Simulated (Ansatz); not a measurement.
The calculation used Ansatz, DFT PBE, scalar-relativistic, plane waves, PAW. All cells share a 420 eV cutoff and Γ-centred k meshes spaced at most about 0.3 Å⁻¹ (about 0.25 or finer for metals, 2π included). No spin polarisation in the final relaxations.

All energies are static (0 K, no zero-point motion).

Compare these two cells of MgZrC, each relaxed at this level.

1.

```yaml
crystal:
  lattice:
    - [3.40564, 0.00000, 0.00000]
    - [0.00000, 5.40155, 0.00000]
    - [0.00000, 0.00000, 5.33508]
  atoms:
    - { symbol: Mg, position: [0.50000, 0.58570, 0.43056] }
    - { symbol: Mg, position: [0.00000, 0.41430, 0.93056] }
    - { symbol: Zr, position: [0.50000, 0.91956, 0.88856] }
    - { symbol: Zr, position: [0.00000, 0.08044, 0.38856] }
    - { symbol: C, position: [0.50000, 0.24137, 0.18092] }
    - { symbol: C, position: [0.00000, 0.75863, 0.68092] }
```

2.

```yaml
crystal:
  lattice:
    - [3.27301, 0.00000, 0.00000]
    - [0.00000, 3.27301, 0.00000]
    - [0.00000, 0.00000, 4.50626]
  atoms:
    - { symbol: Mg, position: [0.50000, 0.50000, 0.50000] }
    - { symbol: Zr, position: [0.00000, 0.00000, 0.00000] }
    - { symbol: C, position: [0.50000, 0.50000, 0.00000] }
```

Question: Which is lower in energy, and by how much?

Answer: Cell 2 is lower, by 191 meV/atom. Cell 1 has space group Pmn2_1 (No. 31), 16.4 Å³/atom and no gap on its mesh; cell 2 has space group P4/mmm (No. 123), 16.1 Å³/atom and no gap. Counting C atoms around Mg and Zr (those within 1.25 times the shortest such distance or 1.15 times the sum of covalent radii), cell 1 has Mg 3, Zr 3 and cell 2 has Mg 2, Zr 4. In cell 1, Mg has 3 C at 2.29–2.36 Å, 5 Zr at 3.04–3.22 Å, 6 Mg at 3.30–3.41 Å and 1 Zr at 3.41 Å; Zr is surrounded by 3 C at 2.21–2.34 Å, 5 Mg at 3.04–3.22 Å, 6 Zr at 3.28–3.41 Å and 1 Mg at 3.41 Å; C is surrounded by 3 Zr at 2.21–2.34 Å and 3 Mg at 2.29–2.36 Å. In cell 2, Mg has 2 C at 2.25 Å and 8 Zr at 3.23 Å; around Zr lie 4 C at 2.31 Å, 8 Mg at 3.23 Å and 4 Zr at 3.27 Å; C is surrounded by 2 Mg at 2.25 Å and 4 Zr at 2.31 Å. Both come from invented guesses.

Cells relaxed within their symmetry can be saddle points.
